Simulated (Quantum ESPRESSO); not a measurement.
## One change at a time to Al3Nb2Ta2Zn

Calculated results; nothing here was measured. They come from Quantum ESPRESSO 7.5, a public plane-wave density functional program. Each row is one single-point run on a made-up periodic cell of eight metal atoms, with elements, volume, strain and displacements drawn at random and not relaxed, so a cell may be unstable or far from any real phase. There is no spin polarisation or spin-orbit coupling.

Settings: PBE unless stated; PseudoDojo standard norm-conserving files; Fermi-Dirac width 0.25 eV, which means electrons at about 2900 K; cutoff 1143 eV; 8 x 4 x 3 k mesh shifted half a step off Gamma. E is the free energy of the whole cell (internal energy minus TS), so a -TS column is already part of it. Stress is positive in tension, and the pressure P is minus a third of its trace.

Checks: one run of this series was repeated at a higher cutoff and on a denser mesh, which moved values by no more than 0.003 eV, 0.05 GPa and 0.007 eV/Å, and a second program with other atomic files agreed on it to 2 % rms in force and 0.5 GPa in pressure. Known limits: heavy elements are run without spin-orbit coupling, which real alloys of them have; a spin test at this wide smearing found no moment, but such smearing suppresses magnetism that the real alloy may have.

The lattice is face-centred cubic, and the cell vectors in Å are (-0.012, -2.058, -2.046); (-6.159, -2.098, 0.003); (-2.019, 4.102, -6.135), a volume of 137.94 Å³ in run 1. The elements on sites 1 to 8 are Ta Al Zn Nb Al Al Ta Nb. Each later run makes one change to run 1 and keeps the rest. E is counted from run 1, and is n/a where other atomic files have another zero of energy.

```
run,change,V (Å³),P (GPa),-TS (eV),rms force (eV/Å),largest change of a force component (eV/Å),E (eV)
1,none,137.94,1.77,-1.069,0.538,0.000,0.000
2,sites 2 and 4 exchanged,137.94,1.99,-1.197,0.734,1.810,0.381
3,all lengths scaled by -0.73 %,134.94,5.08,-1.045,0.593,0.132,?
4,PBEsol in place of PBE,137.94,-2.57,-1.074,0.494,0.158,n/a
5,Ga on site 7,137.94,-0.64,-1.131,0.408,0.640,n/a
6,site 8 moved by +0.07 Å along y,137.94,1.73,-1.065,0.516,0.455,-0.030
```

## Worked estimate

Along a uniform scaling dE = -P dV. The mean of the two pressures is 3.425 GPa and the volume changes by -3.00 Å³, with 160.2 GPa to one eV/Å³. The same two rows give -V dP/dV = 151 GPa for this cell with clamped atoms, which is not the bulk modulus of a real alloy.

## Withheld value

Question: what E should run 3 give?

The estimate is 0.064 eV. The calculation gave 0.064 eV.
